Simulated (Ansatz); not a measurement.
A relaxation computed with Ansatz, from input to last step.

```yaml
crystal:
  lattice:
    - [-2.6528126852, 2.6528126852, 1.4586872573]
    - [2.6528126852, -2.6528126852, 1.4586872573]
    - [2.6528126852, 2.6528126852, -1.4586872573]
  atoms:
    - { symbol: Ge, position: [0.25, 0.75, 0.5] }
    - { symbol: Ge, position: [0.5, 0.5, 0.0] }
basis:
  ecutwfc: 500
kpoints:
  mp_grid: { grid: [16, 16, 16] }
hamiltonian:
  xc: r2scan
scf:
  occupations: { method: gaussian, width: 0.1 }
output:
  forces: true
  stress: true
  eigenvalues: true
relax:
  adjacent_minimum: "off"
  f_tol: 0.01
  max_steps: 30
  cell: { stress_tol: 0.1, fix: [volume] }
```

```bash
ansatz run input.yaml --threads 1 --pin off --max-ram 2560MiB --backend cpu --events-out ev --progress --plain --runs-dir out
```

Theory: DFT r2SCAN, scalar-relativistic, plane waves, PAW (Ansatz 0.2.0).

The volume is held at 1.1 times that of the relaxed cell.

Of 4 frames 3 are shown, positions in Å and forces in eV/Å; the SCF threshold varies from step to step. Steps run on the plane waves of an earlier cell, with a Pulay correction in the pressure. The basis is chosen afresh for the last frame, the zero of the energies, and at times for earlier ones too; energy and pressure step there, also at an unchanged geometry.

```xyz
2
Lattice="-2.6528 2.6528 1.4587 2.6528 -2.6528 1.4587 2.6528 2.6528 -1.4587" Properties=species:S:1:pos:R:3:forces:R:3 pbc="T T T" step=1 free_energy_over_end_meV_per_atom=0.10 pressure_GPa=-5.90
Ge    2.6528    0.0000    0.7293    0.0000    0.0000    0.0000
Ge    0.0000    0.0000    1.4587    0.0000    0.0000    0.0000
2
Lattice="-2.6499 2.6499 1.4619 2.6499 -2.6499 1.4619 2.6499 2.6499 -1.4619" Properties=species:S:1:pos:R:3:forces:R:3 pbc="T T T" step=2 free_energy_over_end_meV_per_atom=0.03 pressure_GPa=-5.89
Ge    2.6499    0.0000    0.7310    0.0000    0.0000    0.0000
Ge    0.0000    0.0000    1.4619    0.0000    0.0000    0.0000
2
Lattice="-2.6465 2.6465 1.4657 2.6465 -2.6465 1.4657 2.6465 2.6465 -1.4657" Properties=species:S:1:pos:R:3:forces:R:3 pbc="T T T" step=4 free_energy_over_end_meV_per_atom=0.00 pressure_GPa=-5.88
Ge    2.6465    0.0000    0.7328    0.0000    0.0000    0.0000
Ge    0.0000    0.0000    1.4657    0.0000    0.0000    0.0000
```

The run took 55 s on 1 thread of Intel(R) Xeon(R) 6975P-C (Granite Rapids), with other jobs on the host, peak memory 0.69 GiB.